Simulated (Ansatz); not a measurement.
Here is the system:

Ta$_{2}$N:
```
Ta2N
1.0
    5.29133     0.00000     0.00000
   -2.64567     4.58243     0.00000
    0.00000     0.00000     4.93093
Ta N
6 3
Direct
  0.66699   0.66699   0.75315
  0.33301   0.33301   0.24685
  0.33301   0.00000   0.75315
  0.66699   0.00000   0.24685
  0.00000   0.33301   0.75315
  0.00000   0.66699   0.24685
  0.66667   0.33333   0.50000
  0.33333   0.66667   0.50000
  0.00000   0.00000   0.00000
```

This is the r²SCAN-relaxed structure. Tensor components refer to the Cartesian frame of this cell.

Task: All from r²SCAN (plane waves, PAW; program Ansatz), unless another level is named. Predict the Young's modulus.

Result: 405 GPa.

Task: What about the elastic constants (relaxed ions, GPa)?

Result: C11 = 500, C12 = 184, C13 = 210, C14 = 0.0, C33 = 503, C44 = 174.

Space group P-31m. The first step of the workflow began from a Materials Project structure, measured or hypothetical; the Crystallography Open Database copy checked does not list it. Whether it is the stable phase at ambient conditions was not checked. Symmetry was held in the r²SCAN relaxation; whether a distortion lowers the energy is not shown. The run is not spin-polarised. With an odd number of electrons in the cell and no spin polarisation, the count alone makes it a metal. As this level gives no gap, shear constants depend on the k-mesh and smearing (Fermi–Dirac, 0.1 eV here). Scalar-relativistic: spin–orbit coupling is off unless named, which matters more the heavier the elements.

Potentials: the earlier of the program's two PAW sets. The files were generated under PBE; for other functionals the program regenerates the frozen cores, and for LDA and PBEsol the local potential too.
